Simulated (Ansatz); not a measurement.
All numbers below come from Ansatz, DFT PBE, scalar-relativistic, plane waves, PAW. Settings: cutoff 420 eV, Γ-centred meshes spaced at most about 0.3 Å⁻¹, and about 0.25 Å⁻¹ or finer for metals (2π included), Gaussian smearing. No spin polarisation in the final relaxations.

These are static total energies at zero pressure.

Two relaxed structures of BiO5:

A.

```cif
data_structure
_symmetry_space_group_name_H-M 'F-43m'
_symmetry_Int_Tables_number 216
_cell_length_a 6.3074
_cell_length_b 6.3074
_cell_length_c 6.3074
_cell_angle_alpha 90.000
_cell_angle_beta 90.000
_cell_angle_gamma 90.000
_cell_volume 250.93
loop_
_atom_site_label
_atom_site_type_symbol
_atom_site_symmetry_multiplicity
_atom_site_Wyckoff_symbol
_atom_site_fract_x
_atom_site_fract_y
_atom_site_fract_z
_atom_site_occupancy
Bi1 Bi 4 b 0.50000 0.00000 0.00000 1
O1 O 16 e 0.37777 0.12223 0.62223 1
O2 O 4 c 0.25000 0.25000 0.25000 1
```

B.

```cif
data_structure
_symmetry_space_group_name_H-M 'P6/mmm'
_symmetry_Int_Tables_number 191
_cell_length_a 3.8994
_cell_length_b 3.8994
_cell_length_c 5.9477
_cell_angle_alpha 90.000
_cell_angle_beta 90.000
_cell_angle_gamma 120.000
_cell_volume 78.32
loop_
_atom_site_label
_atom_site_type_symbol
_atom_site_symmetry_multiplicity
_atom_site_Wyckoff_symbol
_atom_site_fract_x
_atom_site_fract_y
_atom_site_fract_z
_atom_site_occupancy
Bi1 Bi 1 a 0.00000 0.00000 0.00000 1
O1 O 2 c 0.33333 0.66667 0.00000 1
O2 O 3 g 0.50000 0.00000 0.50000 1
```

Problem. Which form is favoured at zero pressure, and by what margin per atom?

Solution. B is lower, by 229 meV/atom. A has space group F-43m (No. 216), 10.5 Å³/atom and no gap on its mesh; B has space group P6/mmm (No. 191), 13.1 Å³/atom and no gap. Counting O atoms around Bi (those within 1.25 times the shortest such distance or 1.15 times the sum of covalent radii; the shortest distance is added where it is long for a bond), A has Bi 16 from 2.6 Å and B has Bi 6. Even the lower one lies +0.88 eV/atom against the reference forms of the elements (uncorrected), so neither is stable at this level. In A, Bi has 16 O at 2.62–2.73 Å; O on a site of symmetry 3m has 6 O at 2.18–2.28 Å, 3 O at 2.61 Å and 3 Bi at 2.62 Å; O on a site of symmetry -43m has 12 O at 2.61 Å and 4 Bi at 2.73 Å. In B, Bi has 6 O at 2.25 Å; O on a site of symmetry -6m2 has 3 Bi at 2.25 Å and 3 O at 2.25 Å; around O on a site of symmetry mmm lie 4 O at 1.95 Å (long contacts). Both come from invented guesses. A third cell relaxed alike, in P-6m2, lies 280 meV/atom below the lower of the two.

No dispersion correction is applied, so the spacing and binding between layers, chains or molecules are poorly described (P6/mmm), and this can change margins and order among such cells. These runs have no spin–orbit coupling, which can matter for Bi. In F-43m, P6/mmm an odd number of electrons in the primitive cell allows no gap without spin; a larger cell or a magnetic state could open one. A magnetic state wasn't ruled out in cells without spin, among them F-43m, P6/mmm. Cells relaxed within their symmetry can be saddle points.
